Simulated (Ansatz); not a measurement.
KBr (rock salt)

Space group Fm-3m (No. 225); a = b = c = 6.609 Å, α = β = γ = 90.00°

| atom | site | symmetry | x | y | z |
|---|---|---|---|---|---|
| K | 4a | m-3m | 0.0000 | 0.0000 | 0.0000 |
| Br | 4b | m-3m | 0.5000 | 0.5000 | 0.5000 |
(The calculation used a cell of 2 atoms; values per cell refer to that cell.)

The relaxed cell is deformed in two ways at once: its volume V is scaled, and at that volume it is stretched along z (the c axis of the conventional cell) so that c/a changes. Fractional atomic positions are held.

Computed with r2SCAN (plane waves to 500 eV, PAW, scalar-relativistic; Ansatz, a program for electronic structure). k mesh 9×9×9 (Γ-centred), Fermi-Dirac smearing 0.05 eV. E stands for the smeared free energy. KBr was relaxed with its symmetry unable to fall. ΔE is measured from the relaxed starting cell.

| ΔE (eV/atom) | V/V₀ = 0.960 | V/V₀ = 0.980 | V/V₀ = 1.000 | V/V₀ = 1.020 | V/V₀ = 1.040 |
|---|---|---|---|---|---|
| (c/a)/(c/a)₀ = 0.960 | 0.0084 | 0.0057 | 0.0045 | 0.0048 | ___ |
| (c/a)/(c/a)₀ = 0.980 | 0.0044 | 0.0019 | 0.0011 | 0.0017 | 0.0035 |
| (c/a)/(c/a)₀ = 1.000 | 0.0031 | 0.0008 | 0.0000 | 0.0007 | ___ |
| (c/a)/(c/a)₀ = 1.020 | 0.0043 | 0.0018 | 0.0010 | 0.0016 | 0.0035 |
| (c/a)/(c/a)₀ = 1.040 | 0.0076 | 0.0048 | ___ | 0.0041 | 0.0058 |

### Question
Fill in the missing entries.

### Answer

- (c/a)/(c/a)₀ = 0.960, V/V₀ = 1.040: 0.0064
- (c/a)/(c/a)₀ = 1.000, V/V₀ = 1.040: 0.0026
- (c/a)/(c/a)₀ = 1.040, V/V₀ = 1.000: 0.0037

(A scan under strain: stresses follow from slopes of the energy per volume, elastic moduli from its curvatures.)
